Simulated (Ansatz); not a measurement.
The end point of a relaxation of AlN. Space group P6₃/mmc (No. 194), AFLOW prototype AB_hP8_194_ad_f (B_i, as in TiAs). These are r2SCAN (plane waves to 500 eV, PAW, scalar-relativistic; Ansatz, a program for electronic structure) values and carry that method's errors.

```cif
data_Al4N4
_chemical_formula_sum 'Al4 N4'
_space_group_name_H-M_alt 'P 1'
_space_group_IT_number 1
_cell_length_a 2.84408
_cell_length_b 2.84408
_cell_length_c 9.49495
_cell_angle_alpha 90.000
_cell_angle_beta 90.000
_cell_angle_gamma 120.000
loop_
_space_group_symop_operation_xyz
  'x, y, z'
loop_
_atom_site_label
_atom_site_type_symbol
_atom_site_fract_x
_atom_site_fract_y
_atom_site_fract_z
_atom_site_occupancy
Al1 Al 0.33333 0.66667 0.62223 1
Al2 Al 0.33333 0.66667 0.87777 1
Al3 Al 0.66667 0.33333 0.37777 1
Al4 Al 0.66667 0.33333 0.12223 1
N1 N 0.33333 0.66667 0.25000 1
N2 N 0.66667 0.33333 0.75000 1
N3 N 0.00000 0.00000 0.00000 1
N4 N 0.00000 0.00000 0.50000 1
```

```yaml
volume_per_atom: 8.31 Å³
density: 4.09 g/cm³
band_gap: 5.50 eV, indirect (valence top at Γ, conduction bottom at M) (no spin-orbit coupling)
smallest_direct_gap: 6.09 eV at Γ
shortest_distances: Al–N 2.01 Å; Al–Al 2.43 Å; N–N 2.84 Å
k-mesh: 13×13×4
```

Band energies at high-symmetry points (eV from the VBM; labels of this space group; no spin-orbit coupling), from −5 eV up to 7.2 eV:

```json
[
 {"point": "Γ", "energies": "-4.67 -1.27 -1.27 -1.02 -1.02 -0.38 -0.31 -0.31 0.00 0.00 6.09 6.91"},
 {"point": "M", "energies": "-4.81 -4.01 -2.98 -2.74 -2.55 -1.80 -1.76 -1.20 5.50 5.77 6.27"},
 {"point": "K", "energies": "-4.75 -4.08 -2.66 -2.66 -1.63"},
 {"point": "A", "energies": "-1.93 -1.93 -1.17 -1.17 -1.17 -1.17 -0.14 -0.14 -0.14 -0.14 6.94 6.94 7.10 7.10"},
 {"point": "L", "energies": "-3.91 -3.91 -2.81 -2.81 -2.64 -2.64 -1.45 -1.45 6.31 6.31 6.74 6.74"},
 {"point": "H", "energies": "-2.59 -2.59 -2.47 -2.47 6.77 6.77"}
]
```

No spin polarisation in the result.

The run could not lose the symmetry of its start.

The first start was generated by a random draw of sites in a space group. Materials Project lists a structure of AlN in the same space group, P6₃/mmc (No. 194); the sites were not compared with it, nor with measured phases. Known forms of AlN include space group No. 186, 216.
